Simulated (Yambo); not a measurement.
Yambo run on Rb$_{2}$NaScF$_{6}$ (space group Fm-3m, No. 225). The wavefunctions are PBEsol (pw.x of Quantum ESPRESSO, ONCV potentials, no spin-orbit coupling) ones on a 2×2×2 mesh (40 occupied bands); a = 6.1865 Å, b = 6.1865 Å, c = 6.1865 Å, α = 60.00°, β = 60.00°, γ = 60.00°.

Yambo input:

```
rim_cut
HF_and_locXC
RandQpts= 1000000
RandGvec= 1 Ry
EXXRLvcs= 88 Ry
VXCRLvcs= 352 Ry
% QPkrange
 1 | 1 | 40 | 41 |
 2 | 2 | 40 | 41 |
 3 | 3 | 40 | 41 |
%
```

k points by index: 1 = Γ, 2 = L, 3 = X.

The o-*.hf file then holds:

```
#    K-point    Band    Eo [eV]    Ehf [eV]    Vxc [eV]    Vnlxc [eV]
#
    1    40    0.000000    -7.779480    -22.27601    -30.05549
    1    41    6.763991    11.12154    -8.894811    -4.537263
    2    40    -0.127289    -7.925803    -22.00563    -29.80415
    2    41    7.014640    15.13839    -18.63008    -10.50633
    3    40    -0.012359    -7.780158    -22.23400    -30.00180
    3    41    6.997154    15.21570    -18.54887    -10.33032
```
Exchange alone, without screening.

Geometry of the Materials Project entry, not relaxed at this level.

The structure is a Materials Project entry; no match was found in the copy of COD used, and its stability was not checked.
